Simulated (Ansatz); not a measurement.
TiAgHg2: frozen-core PAW against all-electron methods

```
Ti Ag Hg
1.0
     4.15000    0.00000    0.00000
     0.00000    4.15000    0.00000
     0.00000    0.00000    4.14120
Ti Ag Hg
1 1 2
Direct
  0.50000 0.50000 0.00000
  0.00000 0.00000 0.00000
  0.00000 0.50000 0.50000
  0.50000 0.00000 0.50000
```

Atom numbers follow the list: Ti1, Ag2, Hg3, Hg4.

The conventional cell has a = 4.150 Å, b = 4.150 Å, c = 4.141 Å, α = 90.00°, β = 90.00°, γ = 90.00°. Ti (atom 1) is surrounded by 8 Hg at 2.93 Å and 4 Ag at 2.93 Å. Ag (atom 2) has 8 Hg at 2.93 Å and 4 Ti at 2.93 Å as nearest neighbours. Hg (atom 3) is surrounded by 4 Ti at 2.93 Å and 4 Ag at 2.93 Å and 4 Hg at 2.93 Å.

The cell comes from COD entry 1509376, which wasn't checked; take it as a given geometry. The listed cell was then made from it by scaling, straining or moving an atom.

Spin polarisation is left out, and whether a magnetic state lies lower isn't shown here.

Spin–orbit coupling is left out, though it moves levels of the heavy atoms by tenths of an eV or more.

Methods: DFT, PBEsol, PAW with Ansatz's default frozen-core files, scalar-relativistic (Ansatz 0.2.0); DFT, PBEsol, all-electron PAW with datasets made for the crystal, scalar-relativistic (Ansatz 0.2.0); DFT, PBEsol, all-electron LAPW, scalar-relativistic (Ansatz 0.2.0).

For PAW: a Γ-centred 8×8×8 k mesh, Fermi–Dirac smearing of 0.03 eV, cutoff 420 eV, no spin polarisation; the PAW files were made with PBE, and the program remakes their frozen cores for this functional. The crystal-made all-electron datasets (AE datasets) take a cutoff of 260 eV at this cell. LAPW targets a basis error of 1 meV/atom. The Ansatz runs share mesh, smearing and spin set-up. Plane-wave (PAW) pressures include the program's estimate of the Pulay term.

Stress and pressure are positive in compression.

No spin–orbit coupling: at heavy atoms the gradients can be off by tens of per cent for that reason.

In a metal, gradients converge slowly with the k mesh: the values move by tens of per cent from one mesh to another, at times in sign, so only the comparison on one mesh counts.

```json
{"quantity": "pressure (GPa)", "PAW": "4.76", "AE datasets": "4.76", "LAPW": "4.75"}
{"quantity": "stress xx (GPa)", "PAW": "5.67", "AE datasets": "5.67", "LAPW": "5.66"}
{"quantity": "stress zz (GPa)", "PAW": "2.94", "AE datasets": "2.94", "LAPW": "2.94"}
{"quantity": "largest principal field gradient Vzz at Ag2 (10²¹ V/m²)", "PAW": "0.90", "AE datasets": "0.94", "LAPW": "–"}
{"quantity": "largest principal field gradient Vzz at Hg3 (10²¹ V/m²)", "PAW": "14.22", "AE datasets": "14.22", "LAPW": "–"}
```

PAW's pressure differs from the LAPW value by about 0.01 GPa or less.
